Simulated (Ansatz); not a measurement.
ZnS (wurtzite)

```yaml
crystal:
  lattice:
    - [3.80610, 0.00000, 0.00000]
    - [-1.90305, 3.29618, 0.00000]
    - [0.00000, 0.00000, 6.24474]
  atoms:
    - { symbol: Zn, position: [0.66667, 0.33333, 0.99975] }
    - { symbol: Zn, position: [0.33333, 0.66667, 0.49975] }
    - { symbol: S, position: [0.66667, 0.33333, 0.62545] }
    - { symbol: S, position: [0.33333, 0.66667, 0.12545] }
```

In this cell atom 3 (S, nearest neighbour Zn at 2.333 Å; its periodic images, 3.8 Å or more away, move with it) is moved by s towards the nearest neighbour, unit vector (-0.816, 0.471, -0.336); all other atoms and the cell stay fixed.

Calculation: r2SCAN (plane waves to 500 eV, PAW, scalar-relativistic; Ansatz, an electronic-structure program). k mesh 8×8×5 (Γ-centred), Fermi-Dirac smearing 0.05 eV. E stands for the smeared free energy. ZnS was relaxed with its symmetry unable to fall. The zero of ΔE is the undisplaced structure.

Give the computed ΔE (meV/cell) at s (Å) = -0.094, 0.094, 0.282, 0.376, 0.470.


| s (Å) | ΔE (meV/cell) |
|---|---|
| -0.094 | 27 |
| 0.094 | 35 |
| 0.282 | 412 |
| 0.376 | 846 |
| 0.470 | 1536 |

(For displaced atoms, the force is minus the slope of the energy, and its curvature is a force constant, which sets phonon frequencies.)
